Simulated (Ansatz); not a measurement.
Relaxed (111) slab cut from Pd (space group Fm-3m (No. 225)); the slab's formula is Pd, its outer planes Pd (top) and Pd (bottom):

```
Pd
1.0
     2.71461    0.00000    0.00000
    -1.35731    2.35092    0.00000
     0.00000    0.00000   23.86589
Pd
5
Direct
  0.66667 0.33333 0.31458
  0.33333 0.66667 0.40757
  0.00000 0.00000 0.50000
  0.66667 0.33333 0.59243
  0.33333 0.66667 0.68542
```

Method: DFT LDA, scalar-relativistic, plane waves, PAW (Ansatz 0.2.0). Plane waves to 420 eV, a k mesh through Γ of 15×15×1 on the computed 5-atom cell and Gaussian smearing (0.10 eV); no spin polarisation. A dipole correction removes the field between periodic images along c.

The potential is the smooth part; its values at the atoms depend on the PAW datasets.

Task: How does the plane-averaged electrostatic potential energy of an electron run along c, counted from the Fermi level?

Result:
```
z (Å) V (eV)
 2.68    5.63
 2.98    5.63
 3.28    5.63
 3.58    5.63
 3.88    5.63
 4.18    5.63
 4.47    5.62
 4.77    5.60
 5.07    5.56
 5.37    5.47
 5.67    5.27
 5.97    4.80
 6.26    3.71
 6.56    0.98
 6.86   -5.97
 7.16  -14.09
 7.46  -19.12
 7.76  -16.38
 8.05   -8.81
 8.35   -1.39
 8.65    0.84
 8.95   -3.05
 9.25  -10.96
 9.55  -17.84
 9.84  -18.70
10.14  -12.63
10.44   -4.67
10.74    0.32
11.04   -0.91
11.34   -7.83
11.63  -15.55
11.93  -19.36
12.23  -15.55
12.53   -7.83
12.83   -0.91
13.13    0.32
13.42   -4.67
13.72  -12.63
14.02  -18.70
14.32  -17.84
14.62  -10.96
14.92   -3.05
15.21    0.84
15.51   -1.39
15.81   -8.81
16.11  -16.38
16.41  -19.12
16.71  -14.09
17.00   -5.97
17.30    0.98
17.60    3.71
17.90    4.80
18.20    5.27
18.50    5.47
18.79    5.56
19.09    5.60
19.39    5.62
19.69    5.63
19.99    5.63
20.29    5.63
20.58    5.63
20.88    5.63
21.18    5.63
```

The vacuum level lies 5.63 eV above the Fermi level.

Cost: 1 run of about 2.5 core-minutes, on AMD EPYC (Zen 3) (shared hosts).